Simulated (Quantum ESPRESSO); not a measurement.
Cheap against tight settings: CsBr

```yaml
crystal:
  lattice:
    - [4.32562, 0.00000, 0.00000]
    - [0.00000, 4.32562, 0.00000]
    - [0.00000, 0.00000, 4.32562]
  atoms:
    - { symbol: Cs, position: [0.00000, 0.00000, 0.00000] }
    - { symbol: Br, position: [0.50000, 0.50000, 0.50000] }
```
The cell comes from the Materials Project (a computed structure). It is CsBr in Pm-3m. Stability against distortions was not tested.

Method: σ by PBE GIPAW (a modified build of Quantum ESPRESSO, JTH PAW datasets). The cutoff rises from row to row, with the meshes as listed. Costs are rough, from a shared machine. Shieldings are absolute and leave out the bulk-susceptibility term; a larger σ means a smaller chemical shift. No spin–orbit coupling; Cs is the heaviest element present. The datasets of Br hold no d projectors, which limits absolute σ on these atoms.

```tsv
setting	cutoff (Ha)	k-mesh	σ_iso Cs (ppm)	σ_iso Br (ppm)	f-sum rule missed by (%)	rough cost ratio
A	10	3×3×3 through Γ	5068.6	2192.3	0.20	about 1
B	12	2×2×2 shifted	5584.0	2412.2	2.9	about 1
C	20	5×5×5 shifted	5351.5	2413.7	0.02	5
D	30	7×7×7 shifted	5351.1	2408.0	0.00	20
```

Largest change from the last row but one to the last: σ_iso Br (ppm) by -5.7.
